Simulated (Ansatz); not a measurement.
Structures of Ti3Sn: which is lowest?

Plane-wave DFT in Ansatz with scalar-relativistic PAW potentials, cutoff 420 eV, Γ-centred meshes chosen by cell and gap, Gaussian smearing with energies taken to zero width. Every cell was relaxed (cell and atoms) in a run of its own, within the symmetry of its start. Functional: PBEsol.

Relaxed structures (starts from databases or built by putting these elements on another compound's sites):
A. Pm-3m, 4 atoms in the computed cell, a = 4.113 Å; sites (symmetry × multiplicity) Ti 4/mm.m × 3, Sn m-3m × 1; start: database
B. P6_3/mmc, 8 atoms in the computed cell, a = 5.839 Å, c = 4.700 Å; sites (symmetry × multiplicity) Ti mm2 × 6, Sn -6m2 × 2; start: database

Task: Rank them by energy. Could pressure change the order?

Result:
| structure | group | E − E(lowest) (meV/atom) | V (Å³/atom) | gap on mesh (eV) |
| --- | --- | --- | --- | --- |
| B | P6_3/mmc | 0.0 | 17.35 | 0.00 |
| A | Pm-3m | 35 | 17.39 | 0.00 |

B is lowest, 35 meV/atom under A. The two lowest differ in volume by under 3 %, too little for a first-order estimate of what pressure does to that pair (other pairs aren't weighed here); with rigid cells even 3 % in favour of the higher one would need about 11 GPa. Other structures may lie lower than all of these, and vibrations aren't counted.